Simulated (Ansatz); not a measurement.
**Relaxing an invented B5W structure**

Computed with Ansatz 0.2.0, DFT PBE, scalar-relativistic, plane waves, PAW. Cutoff 420 eV, Gaussian smearing, Γ-centred meshes. Cell and atoms relax first on a coarse mesh and then on a finer one. In between, the cell is made exact in the group found at 0.06 Å. In metals the finer mesh still leaves noise of several meV/atom or more. The steps can't lower the symmetry of their start. No spin polarisation.

The guess for B5W was made by a generator: random cell by space group and Wyckoff sites (P6/mmm, No. 191). Its size is a rough estimate.

```cif
data_structure
_symmetry_space_group_name_H-M 'P6/mmm'
_symmetry_Int_Tables_number 191
_cell_length_a 3.0465
_cell_length_b 3.0465
_cell_length_c 6.7393
_cell_angle_alpha 90.000
_cell_angle_beta 90.000
_cell_angle_gamma 120.000
_cell_volume 54.17
loop_
_atom_site_label
_atom_site_type_symbol
_atom_site_symmetry_multiplicity
_atom_site_Wyckoff_symbol
_atom_site_fract_x
_atom_site_fract_y
_atom_site_fract_z
_atom_site_occupancy
B1 B 4 h 0.33333 0.66667 0.34994 1
B2 B 1 b 0.00000 0.00000 0.50000 1
W1 W 1 a 0.00000 0.00000 0.00000 1
```

The zero of energy is the elements' standard structures at the same level; no fitted shifts are applied.

Q: Where does the relaxation end?

A: The symmetry stays P6/mmm (No. 191). The volume per atom shrinks by 11.0 %, from 9.0 to 8.0 Å³. The shortest distance goes from 1.76 Å (B–B) to 1.69 Å (B–B). The energy falls by about 0.66 eV/atom (the start's value is from the coarse mesh). Conventional cell: a = 2.922 Å, c = 6.517 Å. Around B on a site of symmetry 3m lie 3 B at 1.69 Å, 3 B at 2.24 Å and 3 W at 2.46 Å; B on a site of symmetry 6/mmm has 12 B at 2.24 Å; around W lie 12 B at 2.46 Å and 6 W at 2.92 Å.

```cif
data_structure
_symmetry_space_group_name_H-M 'P6/mmm'
_symmetry_Int_Tables_number 191
_cell_length_a 2.9224
_cell_length_b 2.9224
_cell_length_c 6.5172
_cell_angle_alpha 90.000
_cell_angle_beta 90.000
_cell_angle_gamma 120.000
_cell_volume 48.20
loop_
_atom_site_label
_atom_site_type_symbol
_atom_site_symmetry_multiplicity
_atom_site_Wyckoff_symbol
_atom_site_fract_x
_atom_site_fract_y
_atom_site_fract_z
_atom_site_occupancy
B1 B 4 h 0.33333 0.66667 0.27483 1
B2 B 1 b 0.00000 0.00000 0.50000 1
W1 W 1 a 0.00000 0.00000 0.00000 1
```

Q: How does it come out in energy, and is it a metal?

A: The formation energy is +0.51 eV/atom and the gap on the 12×12×6 mesh of the 6-atom cell is 0 eV (a metal).

The separate elements lie lower, so it is unstable against them.

The last run used Gaussian smearing of 0.10 eV. These runs have no spin–orbit coupling, which can matter for W. The cell is a metal run without spin; a magnetic state may lie lower. A structure relaxed within its symmetry needn't be a true minimum. In all, the 3 runs took 45 s on 1 thread of Arm Neoverse V1, on a shared host.
